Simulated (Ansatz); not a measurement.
The cell below belongs to a search over invented structures; it isn't taken from experiment.

Input and command of a plane-wave DFT calculation in Ansatz:

```yaml
crystal:
  lattice:
    - [5.067153444, 0.0, 0.0]
    - [0.0, 5.067153444, 0.0]
    - [0.0, 0.0, 5.067153444]
  atoms:
    - { symbol: Li, position: [0.0, 0.5, 0.5] }
    - { symbol: Li, position: [0.5, 0.0, 0.5] }
    - { symbol: Li, position: [0.5, 0.5, 0.0] }
    - { symbol: V, position: [0.5, 0.5, 0.5], spin: 2.97 }
    - { symbol: Ga, position: [0.0, 0.0, 0.5] }
    - { symbol: Ga, position: [0.5, 0.0, 0.0] }
    - { symbol: Ga, position: [0.0, 0.5, 0.0] }
basis:
  ecutwfc: 420
kpoints:
  mp_grid: { grid: [8, 8, 8] }
hamiltonian:
  xc: pbe
scf:
  occupations: { method: gaussian, width: 0.1 }
output:
  forces: true
  stress: true
  eigenvalues: true
  populations: true
magnetization:
  spin_polarized: true
relax:
  adjacent_minimum: "off"
  f_tol: 0.01
  max_steps: 80
  cell: { stress_tol: 0.05 }
```

```bash
ansatz run input.yaml --threads 1 --pin off --max-ram 2560MiB --backend cpu --events-out ev --progress --plain --runs-dir out
```

Processor: Intel(R) Xeon(R) 6975P-C (Granite Rapids), 1 thread, on a host shared with other jobs.

Question: How long does it run, and how much memory does it take?

Answer: About 68 s, peak memory 0.61 GiB. It solves 39 bands at 35 k points (after reduction by symmetry) with about 2517 plane waves (on the last cell), in 29 SCF iterations over 3 ionic steps.
